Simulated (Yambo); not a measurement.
Yambo run on a free-standing CaO2H2 monolayer (symmetry P-3m1, slab cell 17.5 Å high). The wavefunctions are PBEsol (pw.x of Quantum ESPRESSO, ONCV potentials, without SOC) ones on a 6×6×1 mesh (12 occupied bands); a = 3.572 Å, b = 3.572 Å, c = 17.500 Å, α = 90.00°, β = 90.00°, γ = 120.00°.

Yambo input:

```
rim_cut
gw0
dyson
el_el_corr
HF_and_locXC
ppa
em1d
rim_w
RandQpts= 1000000
RandGvec= 2 Ry
CUTGeo= "slab z"
EXXRLvcs= 84 Ry
VXCRLvcs= 336 Ry
Chimod= "HARTREE"
% BndsRnXp
 1 | 109 |
%
NGsBlkXp= 8 Ry
% LongDrXp
 1.0 | 1.0 | 0.0 |
%
RandGvecW= 1000 mRy
PPAPntXp= 27.2114 eV
% GbndRnge
 1 | 109 |
%
GTermKind= "BG"
DysSolver= "n"
ExtendOut
% QPkrange
 1 | 1 | 12 | 13 |
%
```

k points by index: 1 = Γ.

The o-*.qp file then holds:

```
#    K-point    Band    Eo [eV]    E [eV]    E-Eo [eV]    Vxc [eV]    Vnlxc [eV]    Sc|Eo [eV]    Sc|E [eV]    dSc/dw|Eo [eV]    Re(Z)    Im(Z)
#
    1    12    0.000000    -2.062520    -2.062520    -19.23875    -25.26664    3.499647    3.965363    -6.143871    0.815803    -0.001303
    1    13    3.747513    4.840396    1.092883    -4.649698    -2.077093    -1.393681    -1.479722    -2.142187    0.927021    -0.652144E-3
```
(The two width columns are left out.) Convergence of these settings isn't established.

Geometry relaxed with PBEsol.

This is a model layer cut from the bulk structure; whether it is stable on its own was not checked.
